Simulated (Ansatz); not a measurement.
Harmonic vibrational thermodynamics of Na (bcc (W type), space group No. 229) at fixed volume, r²SCAN (plane waves, PAW; program Ansatz). The rows extrapolate the 0 K crystal and know nothing of melting or changes of phase.

| T (K) | F_vib (meV/atom) | S (J/K per mol of atoms) | C_V (J/K per mol of atoms) |
|---|---|---|---|
| 50 | ___ | ___ | 14.7 |
| 100 | 6.5 | 22.4 | 21.5 |
| 200 | -25.8 | 38.3 | 24.0 |
| 300 | ___ | ___ | 24.5 |
| 400 | -124.8 | 55.3 | 24.7 |
| 600 | -250.4 | 65.3 | 24.8 |
| 800 | ___ | ___ | 24.9 |
| 1000 | -549.8 | 78.0 | 24.9 |

Fill in the missing entries.


- 300, F_vib (meV/atom): -71.0
- 300, S (J/K per mol of atoms): 48.2
- 50, S (J/K per mol of atoms): 9.6
- 50, F_vib (meV/atom): 15.0
- 800, F_vib (meV/atom): -393.6
- 800, S (J/K per mol of atoms): 72.5

Space group Im-3m (bcc (W type)). Symmetry was held in the r²SCAN relaxation; phonons on a q-mesh show no instability.

Potentials: the later of the program's two PAW sets.
